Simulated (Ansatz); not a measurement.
Data:

Ga₃Mo:
```
Ga3Mo
1.0
   -1.87208     1.87208     4.22092
    1.87208    -1.87208     4.22092
    1.87208     1.87208    -4.22092
Ga Mo
3 1
Direct
  0.50000   0.50000   0.00000
  0.75000   0.25000   0.50000
  0.25000   0.75000   0.50000
  0.00000   0.00000   0.00000
```

This is the PBEsol-relaxed structure.

Task: All from PBEsol in the plane-wave PAW code Ansatz, unless another level is named. Predict the density of states at the Fermi level.

Result: 0.77 states/eV per atom (mean over ±0.08 eV).

Task: And the formation energy from the elements (no fitted shifts)?

Result: -0.10 eV/atom.

Space group I4/mmm. The cell is a constructed one: a structure type filled with these elements; neither database checked (COD, Materials Project) lists it. Its standing as an ambient phase is unchecked. The PBEsol relaxation kept the symmetry of its start; whether a distortion lowers the energy is not shown. No spin polarisation was allowed. The references are the lowest solids computed at this level, not always the standard phases. Scalar-relativistic: spin–orbit coupling is off unless named, which matters more the heavier the elements.

Potentials: the earlier of the program's two PAW sets. The files were generated under PBE; for other functionals the program regenerates the frozen cores, and for LDA and PBEsol the local potential too.
